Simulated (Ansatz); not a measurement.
**Equation of state of potassium, hcp**

Theory: DFT, BLYP, plane waves (420 eV) with PAW, scalar-relativistic (Ansatz). (PAW data from PBE, frozen cores regenerated.)

The cell is scaled uniformly from the relaxed one, with fractional coordinates and shape fixed. Energies are extrapolated to zero smearing, pressures are those at the given smearing. Magnetic state: spin not included.

```tsv
V (Å³/atom)	E − E₀ (meV/atom)	P (GPa)
66.816	13.2	0.53
69.854	5.4	0.32
72.891	1.3	0.15
75.928	0.0	0.01
78.965	1.1	-0.10
82.002	4.2	-0.19
85.039	8.9	-0.27
```

Question: Fit a third-order Birch-Murnaghan equation.

Answer: V₀ = 75.91 Å³/atom, B₀ = 3.1 GPa, B₀′ = 4.0.
